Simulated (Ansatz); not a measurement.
**How long does this Ansatz run take?**

```yaml
crystal:
  lattice:
    - [2.519, 1.4543453281, 4.5906666667]
    - [-2.519, 1.4543453281, 4.5906666667]
    - [0.0, -2.9086906562, 4.5906666667]
  atoms:
    - { symbol: Fe, position: [0.3553, 0.3553, 0.3553], spin: 5.0 }
    - { symbol: Fe, position: [0.1447, 0.1447, 0.1447], spin: 5.0 }
    - { symbol: Fe, position: [0.6447, 0.6447, 0.6447], spin: 5.0 }
    - { symbol: Fe, position: [0.8553, 0.8553, 0.8553], spin: 5.0 }
    - { symbol: O, position: [0.5559, 0.9441, 0.25] }
    - { symbol: O, position: [0.25, 0.5559, 0.9441] }
    - { symbol: O, position: [0.9441, 0.25, 0.5559] }
    - { symbol: O, position: [0.4441, 0.0559, 0.75] }
    - { symbol: O, position: [0.75, 0.4441, 0.0559] }
    - { symbol: O, position: [0.0559, 0.75, 0.4441] }
magnetization:
  spin_polarized: true
kpoints:
  mp_grid: { grid: [11, 11, 11] }
scf:
  occupations: { method: fermi_dirac, width: 0.05 }
hamiltonian:
  xc: pbe
  pseudopotentials: { kind: paw }
output:
  forces: true
  stress: true
  populations: true
  efg:
    quadrupole_moments_barn: { Fe: 0.16, O: -0.02558 }
    contact_densities: true
  write_density: true
  write_potential: true
  elf: true
  volumetric_format: npy
relax:
  f_tol: 0.02
  max_steps: 60
```

The quadrupole moment typed for Fe is that of the 14.4 keV Mössbauer state of ⁵⁷Fe; the ground state has I = 1/2 and no quadrupole moment.

```sh
ansatz run input.yaml --threads 4 --pin off --max-ram 8192MiB --backend cpu --events-out ev --progress --plain --runs-dir out
```

It runs on 4 threads of Intel Xeon Platinum 8259CL CPU @ 2.50GHz (Skylake/Cascade Lake) (x86_64; 16 cores open to the job, memory cap 8.0 GiB, no GPU), a shared host with a load of 0.7 a core.

**Question.** Estimate the wall time and the peak memory.

**Answer.** About 4.1 min of wall time (14 min of CPU time) and 2.1 GiB. The run holds 100 valence electrons in 72 bands, about 1947 plane waves a k-point and 146 irreducible k-points, and took 43 SCF iterations, over 6 ionic steps. Times on a shared host vary by tens of per cent.
